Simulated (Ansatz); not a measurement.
NaCl (CsCl type, space group No. 221), plane-wave PAW r²SCAN (Ansatz code). The conduction-band minimum lies at Γ, with 1 equivalent valley. Second derivatives d²E/dk² of the lowest band at one valley (eV·Å²), along Cartesian directions:

| direction | d²E/dk² |
|---|---|
| [100] | 20.11 |
| [010] | 20.11 |
| [001] | 20.11 |
| [110] | 20.12 |
| [101] | 20.12 |
| [011] | 20.12 |

Find the principal effective masses, the density-of-states mass and the conductivity mass.

Off-diagonal terms follow from H_xy = H[110] − (H_xx + H_yy)/2, and m*/mₑ = 7.620 eV·Å² over each eigenvalue: 0.38, 0.38, 0.38. One valley's DOS mass (m₁m₂m₃)^(1/3) = 0.38, conductivity mass 3/(Σ 1/mᵢ) = 0.38 mₑ.

What effective density of states Nc follows at 300 K for parabolic valleys?

Nc = 2.509e19 × 1 × (0.38)^(3/2) ≈ 5.9e18 cm⁻³.

With the computed static dielectric constant 14.8 (mean of the diagonal), estimate a hydrogenic donor's binding energy and radius.

E = 13.606 eV × 0.38/14.8² ≈ 24 meV; a = 0.529 Å × ε/m* ≈ 21 Å. Semilocal masses tend to be too small where the gap is.

With ε∞ = 2.58 and ω_LO = 233 cm⁻¹, what Fröhlich coupling constant follows?

α = (1/ε∞ − 1/ε0) √(m* × 13.606 eV/ħω_LO) = 4.3.

Space group Pm-3m (CsCl type). This is a known high-pressure phase of the composition, computed here at zero pressure and temperature. The r²SCAN relaxation kept the symmetry of its start. At this level the phase is dynamically unstable (imaginary phonons).

Potentials: the later of the program's two PAW sets.
